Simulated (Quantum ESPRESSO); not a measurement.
Na4I3Br, space group Pm-3m (No. 221):

```xyz
8
Lattice="6.4080 0.0000 0.0000 0.0000 6.4080 0.0000 0.0000 0.0000 6.4080" Properties=species:S:1:pos:R:3 pbc="T T T"
Na     0.0000     0.0000     0.0000
Br     3.2040     0.0000     0.0000
Na     0.0000     3.2040     3.2040
I      3.2040     3.2040     3.2040
Na     3.2040     0.0000     3.2040
I      0.0000     0.0000     3.2040
Na     3.2040     3.2040     0.0000
I      0.0000     3.2040     0.0000
```
The cell was made here from a computed Materials Project entry: one of 4 I replaced by Br, cell and atoms relaxed (PBE without dispersion, pw.x of a modified build of Quantum ESPRESSO, symmetry kept). The parent is NaI in Fm-3m. The swapped cell is a model, not a known phase. Stability against distortions was not tested.

| site | Wyckoff letter | site symmetry |
|---|---|---|
| Na1 | c | 4/mmm |
| Br | b | m-3m |
| Na2 | a | m-3m |
| I | d | 4/mmm |

Cores are frozen. I had no test against all-electron runs. Spin–orbit coupling is left out, a limit on I.

Question: Where does symmetry force the field gradient to vanish or to be axial, and what does PBE PAW (JTH datasets; density from pw.x of Quantum ESPRESSO, gradients reconstructed from it by a script) give?

Answer: 
```tsv
site	by symmetry	Vzz (a.u.)	η_Q
Na1	axial, η = 0 (an axis of order 3 or more)	under 0.02	–
Br	vanishes (cubic site)	0	–
Na2	vanishes (cubic site)	0	–
I	axial, η = 0 (an axis of order 3 or more)	-0.035	0.00
```
